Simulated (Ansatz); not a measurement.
Relaxed-ion elastic tensor of B (bcc (W type), Im-3m) in GPa (Voigt order), PBEsol in the plane-wave PAW code Ansatz; density 2.96 g/cm³, 6.06 Å³ per atom.

```
 -226    475    475    0.0    0.0    0.0
  475   -226    475    0.0    0.0    0.0
  475    475   -226    0.0    0.0    0.0
  0.0    0.0    0.0  -97.1    0.0    0.0
  0.0    0.0    0.0    0.0  -97.1    0.0
  0.0    0.0    0.0    0.0    0.0  -97.1
```

Task: Is the crystal mechanically stable?

Result: No: the smallest eigenvalue of C is -701 GPa.

A made-up cell: these elements were put on the sites of a structure type; neither database checked (COD, Materials Project) lists it. It is not the phase usual at ambient conditions (space group No. 166). Symmetry was held in the PBEsol relaxation. At this level the phase is mechanically unstable. As this level gives no gap, shear constants depend on the k-mesh and smearing (Fermi–Dirac, 0.1 eV here).

Potentials: the earlier of the program's two PAW sets. The files were generated under PBE; for other functionals the program regenerates the frozen cores, and for LDA and PBEsol the local potential too.
